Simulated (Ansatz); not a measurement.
**Computed energy against volume: TiAl (CuAu type, space group P4/mmm)**

TiAl (CuAu type, space group P4/mmm)

```yaml
crystal:
  lattice:
    - [2.79729, 0.00000, 0.00000]
    - [0.00000, 2.79729, 0.00000]
    - [0.00000, 0.00000, 4.03230]
  atoms:
    - { symbol: Al, position: [0.50000, 0.50000, 0.50000] }
    - { symbol: Ti, position: [0.00000, 0.00000, 0.00000] }
```

E(V) scan at fixed shape, V₀ the volume above. Symmetry pins the atoms to their sites.

Level of theory: PBEsol (plane waves to 420 eV, PAW, scalar-relativistic; Ansatz, a quantum-chemistry and plane-wave program). k mesh 17×17×12 (Γ-centred), Fermi-Dirac smearing 0.05 eV. E stands for the smeared free energy. Compression counts positive. With the shape held, the modulus is that of even scaling; a crystal free to change shape is softer. TiAl is run without spin polarisation. TiAl was relaxed with its symmetry unable to fall. ΔE is measured from the relaxed starting cell.

```json
[
 {"V (Å³/cell)": "29.66", "ΔE (eV/atom)": "0.024", "P (GPa)": "8.4"},
 {"V (Å³/cell)": "30.13", "ΔE (eV/atom)": "0.013", "P (GPa)": "6.1"},
 {"V (Å³/cell)": "30.61", "ΔE (eV/atom)": "0.006", "P (GPa)": "3.9"},
 {"V (Å³/cell)": "31.08", "ΔE (eV/atom)": "0.001", "P (GPa)": "1.9"},
 {"V (Å³/cell)": "31.55", "ΔE (eV/atom)": "0.000", "P (GPa)": "0.0"},
 {"V (Å³/cell)": "32.03", "ΔE (eV/atom)": "0.001", "P (GPa)": "-1.7"},
 {"V (Å³/cell)": "32.50", "ΔE (eV/atom)": "0.005", "P (GPa)": "-3.4"},
 {"V (Å³/cell)": "32.97", "ΔE (eV/atom)": "0.011", "P (GPa)": "-4.9"},
 {"V (Å³/cell)": "33.45", "ΔE (eV/atom)": "0.019", "P (GPa)": "-6.3"}
]
```

Summary:

The pressure at the smallest volume is 8.4 GPa and the energy cost of the largest compression is 24 meV/atom. The energy cost of the largest expansion is 19 meV/atom and the bulk modulus at fixed cell shape B₀ (third-order Birch-Murnaghan fit) is 120 GPa. The pressure derivative B₀′ (fit) is 3.9, the equilibrium volume of the fit comes out as 15.78 Å³/atom and the pressure for 5 % compression (fit) comes out as 6.8 GPa.

(A scan under strain: stresses follow from slopes of the energy per volume, elastic moduli from its curvatures.)
